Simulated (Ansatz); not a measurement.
Values for one crystal, relaxed and computed with PBEsol (plane waves, PAW; program Ansatz); other levels are named.

```yaml
volume_per_atom: 13.04 Å³
electronic_character: metallic (no gap)
debye_temperature_from_the_elastic_constants: 470 K
Poisson's ratio: 0.35
Bulk modulus (Birch–Murnaghan fit): 159 GPa
Elastic constants (relaxed ions, GPa): C11 = 199, C12 = 141, C44 = 79.9
hill_bulk_and_shear_moduli: 160 and 53.2 GPa
```

Which compound is it?
A) ScSi, Cmcm (Sc on 4c, Si on 4c)
B) ZrSi, Cmcm (Zr on 4c, Si on 4c)
C) SrSi2Au2, I4/mmm (Au on 4d, Sr on 2a, Si on 4e)
D) Si2Ni, fluorite or antifluorite type

D, Si2Ni, fluorite or antifluorite type

Space group Fm-3m (fluorite or antifluorite type). The PBEsol relaxation kept the symmetry of its start. The workflow began spin-polarised and lost its moments. As this level gives no gap, shear constants depend on the k-mesh and smearing (Fermi–Dirac, 0.1 eV here).

Potentials: the later of the program's two PAW sets.
